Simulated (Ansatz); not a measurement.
Elastic constants of Ta₂SbN: input and output

Method: DFT PBEsol, scalar-relativistic, plane waves, PAW (Ansatz).

It can be run as:
```bash
ansatz run input.yaml --threads 1 --pin off --backend cpu --events-out ev --progress --plain --runs-dir out  # memory cap (--max-ram) not shown
```

Input (bare energies are in eV):
```yaml
crystal:
  lattice:
    - [3.0827473628, 0.0, 0.0]
    - [-1.5413736814, 2.6697375296, 0.0]
    - [0.0, 0.0, 7.2966269603]
  atoms:
    - { symbol: Ta, position: [0.6666666667, 0.3333333333, 0.6884869046] }
    - { symbol: Ta, position: [0.6666666667, 0.3333333333, 0.3115130954] }
    - { symbol: Sb, position: [0.0, 0.0, 0.0] }
    - { symbol: "N", position: [0.3333333333, 0.6666666667, 0.5] }
basis:
  ecutwfc: 420
kpoints:
  mp_grid: { grid: [15, 15, 6] }
hamiltonian:
  xc: pbesol
scf:
  occupations: { method: fermi_dirac, width: 0.15 }
output:
  forces: true
  stress: true
  eigenvalues: true
elastic:
  mode: clamped_ion
  amplitude: 0.005
  stencil: two_point
```

From the output:
```
--- Elastic constants: 3 strain directions × 2 members + reference (group order 12) ---
  dense FFT box of the reference and of every strained cell: 24×24×50
  strains applied: 11, 33, 23; error gains: componentwise 1.00 (the most a stress slope's error grows in a printed constant), spectral 1.41 (1 for all six strains in a standard setting)
  C = ∂σ_k/∂η_j (tension-positive GPa; Voigt order 11 22 33 23 13 12):
       227.130    238.635    166.532     -0.000     -0.000     -0.000
       238.635    227.130    166.532     -0.000      0.000     -0.000
       166.444    166.444    401.675      0.000     -0.000      0.000
        -0.000      0.000      0.000     80.340     -0.000      0.000
        -0.000      0.000     -0.000      0.000     80.340      0.000
         0.000     -0.000      0.000     -0.000      0.000     -5.753
  reference stress σ⁰ (GPa):     -0.005     -0.005      0.007     -0.000      0.000     -0.000
  C* (energy form; C + prestress term) asymmetry max|C*_kj − C*_jk| = 7.593e-2 GPa — a small one proves nothing (zero by symmetry where the batch's group is 432, −43m or m−3m); a large one is finite-difference/SCF noise where every solve ...
  moduli (Voigt/Reuss/Hill, GPa): K = 222.13/218.27/220.20   G = 49.94/-15.99/16.97   E = 49.65   ν = 0.462
  mechanically stable: NO (min eigenvalue of sym C = -11.51 GPa)
  strain η (Voigt 11):  stress-route row diagonal C_11 = 227.13 GPa, energy-path curvature d²(F+E_count+ΔE)/dδ²/Ω₀ = 226.93 GPa
         δ    σ_11 (GPa) F (eV) n_scf n_hpsi n_pw
    -5.000e-3      -1.1655      -26400.8559688      10  144642   1184
     5.000e-3       1.1058      -26400.8560234       8  120354   1200
  strain η (Voigt 33):  stress-route row diagonal C_33 = 401.67 GPa, energy-path curvature d²(F+E_count+ΔE)/dδ²/Ω₀ = 401.72 GPa
         δ    σ_33 (GPa) F (eV) n_scf n_hpsi n_pw
    -5.000e-3      -2.0418      -26400.8551522      10   61824   1182
     5.000e-3       1.9749      -26400.8551997       8   56734   1194
  strain η (Voigt 23):  stress-route row diagonal C_44 = 80.34 GPa, energy-path curvature d²(F+E_count+ΔE)/dδ²/Ω₀ = 80.37 GPa
         δ    σ_23 (GPa) F (eV) n_scf n_hpsi n_pw
    -5.000e-3      -0.4017      -26400.8566823       8  191677   1187
     5.000e-3       0.4017      -26400.8566823       8  174991   1187
```

The cell was built by swapping an element in a database structure (itself possibly hypothetical) and relaxing; it need not be the stable form of this composition. In a metal, frequencies and elastic constants depend on the k mesh and the smearing, soft modes and shear constants most. Spin–orbit coupling is left out, which can shift energies with elements as heavy as these.

As the tensor has a negative eigenvalue, the Reuss and Hill moduli of a polycrystal, and E and ν formed from them, have no physical meaning here.

The least eigenvalue is -11.5 GPa; in a metal on this mesh the verdict on stability isn't firm within about 20 GPa or a tenth of the bulk modulus.

Clamped-ion constants are upper bounds: once the atoms relax, a strain can turn out softer or unstable.